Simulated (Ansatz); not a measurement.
SiC:
```yaml
crystal:
  lattice:
    - [0.00000, 2.01402, 2.01402]
    - [2.01402, 0.00000, 2.01402]
    - [2.01402, 2.01402, 0.00000]
  atoms:
    - { symbol: C, position: [0.00000, 0.00000, 0.00000] }
    - { symbol: Si, position: [0.50000, 0.50000, 0.50000] }
```

Relaxed with r²SCAN.

Q: Map the electron localisation function on the plane through (0.000, 0.000, 0.000) spanned by u = [1, 0, 0] and v = [0, 1, -1] in lattice vectors, from plane-wave PAW r²SCAN (Ansatz code).

A: x is the fraction of u, y of v (the angle between them is 90°; rows are the nearest grid lines); atoms in the plane: C at (0.00, 0.00), Si at (0.50, 0.50).
```
y \ x   0.000  0.0625  0.188  0.250  0.375  0.438  0.562  0.625  0.750  0.812  0.938   1.00
------  -----  ------  -----  -----  -----  -----  -----  -----  -----  -----  -----  -----
1.00    0.013   0.066  0.694  0.768  0.537  0.333  0.333  0.537  0.768  0.694  0.066  0.013
0.938   0.064   0.170  0.735  0.788  0.561  0.359  0.359  0.561  0.788  0.735  0.170  0.064
0.875   0.395   0.504  0.808  0.825  0.620  0.426  0.426  0.620  0.825  0.808  0.504  0.395
0.750   0.768   0.788  0.850  0.854  0.671  0.421  0.421  0.671  0.854  0.850  0.788  0.768
0.688   0.710   0.727  0.804  0.815  0.541  0.266  0.266  0.541  0.815  0.804  0.727  0.710
0.625   0.537   0.561  0.678  0.671  0.313  0.158  0.158  0.313  0.671  0.678  0.561  0.537
0.562   0.333   0.359  0.474  0.420  0.158  0.188  0.188  0.158  0.420  0.474  0.359  0.333
0.438   0.333   0.359  0.474  0.420  0.158  0.188  0.188  0.158  0.420  0.474  0.359  0.333
0.375   0.537   0.561  0.678  0.671  0.313  0.158  0.158  0.313  0.671  0.678  0.561  0.537
0.312   0.710   0.727  0.804  0.815  0.541  0.266  0.266  0.541  0.815  0.804  0.727  0.710
0.250   0.768   0.788  0.850  0.854  0.671  0.421  0.421  0.671  0.854  0.850  0.788  0.768
0.125   0.395   0.504  0.808  0.825  0.620  0.426  0.426  0.620  0.825  0.808  0.504  0.395
0.0625  0.064   0.170  0.735  0.788  0.561  0.359  0.359  0.561  0.788  0.735  0.170  0.064
0.000   0.013   0.066  0.694  0.768  0.537  0.333  0.333  0.537  0.768  0.694  0.066  0.013
```

The density is the valence pseudo-density with augmentation charge, so density and ELF within about 1 Å of a nucleus are not all-electron values.

Space group Fm-3m (rock salt). This is a known high-pressure phase of the composition, computed here at zero pressure and temperature. The cell was relaxed with r²SCAN under the symmetry of its start; whether a distortion lowers the energy is not shown. Its formation energy is positive at this level, so the cell may be metastable or incomplete.

Potentials: the later of the program's two PAW sets.
